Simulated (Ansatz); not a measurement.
**AlO2: start and end of a relaxation**

Recipe of this trial structure of AlO2: random cell by space group and Wyckoff sites (Cmmm, No. 65). Lengths were set from tabulated atomic sizes, so they are only a guess.

start.cif

```cif
data_structure
_symmetry_space_group_name_H-M 'Cmmm'
_symmetry_Int_Tables_number 65
_cell_length_a 3.6565
_cell_length_b 4.9020
_cell_length_c 4.4701
_cell_angle_alpha 90.000
_cell_angle_beta 90.000
_cell_angle_gamma 90.000
_cell_volume 80.12
loop_
_atom_site_label
_atom_site_type_symbol
_atom_site_symmetry_multiplicity
_atom_site_Wyckoff_symbol
_atom_site_fract_x
_atom_site_fract_y
_atom_site_fract_z
_atom_site_occupancy
Al1 Al 2 c 0.50000 0.00000 0.50000 1
O1 O 4 l 0.50000 0.00000 0.81466 1
```

The calculation used Ansatz, DFT PBE, scalar-relativistic, plane waves, PAW. Cutoff 420 eV, Gaussian smearing, Γ-centred meshes. Cell and atoms relax first on a coarse mesh and then on a finer one. In between, the cell is made exact in the group found at 0.06 Å. In metals the finer mesh still leaves noise of several meV/atom or more. The steps can't lower the symmetry of their start. No spin polarisation in the relaxation; trial moments died out in a coarse test.

end.cif

```cif
data_structure
_symmetry_space_group_name_H-M 'P6/mmm'
_symmetry_Int_Tables_number 191
_cell_length_a 3.2187
_cell_length_b 3.2187
_cell_length_c 4.7368
_cell_angle_alpha 90.000
_cell_angle_beta 90.000
_cell_angle_gamma 120.000
_cell_volume 42.50
loop_
_atom_site_label
_atom_site_type_symbol
_atom_site_symmetry_multiplicity
_atom_site_Wyckoff_symbol
_atom_site_fract_x
_atom_site_fract_y
_atom_site_fract_z
_atom_site_occupancy
Al1 Al 1 b 0.00000 0.00000 0.50000 1
O1 O 2 e 0.00000 0.00000 0.85695 1
```

The symmetry goes from Cmmm (No. 65) to P6/mmm (No. 191). The volume per atom grows by 6.1 %, from 13.4 to 14.2 Å³. The shortest distance goes from 1.41 Å (Al–O) to 1.36 Å (O–O). The energy falls by about 1.2 eV/atom (the start's value is from the coarse mesh). The end is written in a standard setting, so origin, axes and order of atoms can differ from the start's.

```yaml
Volume_per_atom: 14.2 Å³
Density: 2.3 g/cm³
Formation_energy: −0.16 eV/atom
Gap_on_the_16×16×10_mesh_of_the_3-atom_cell: 0 eV (a metal)
```

Formation energies are uncorrected and refer to the elements' standard structures at the same level (O₂ as a molecule).

The last run used Gaussian smearing of 0.10 eV. Weakly bound directions are ill-defined at this level, which has no dispersion term. An odd number of electrons in the primitive cell allows no gap without spin; a larger cell or a magnetic state could open one. Symmetry constrained the relaxation, so the result can be a saddle point. In all, the 3 runs took 87 s on 1 thread of Intel(R) Xeon(R) Platinum 8375C CPU @ 2.90GHz (Ice Lake) (shared host). Another cell of AlO2 relaxed alike but with spin, in Pnma (a cell as deposited in COD), lies 1.97 eV/atom lower, so this cell isn't the stable form at this level.
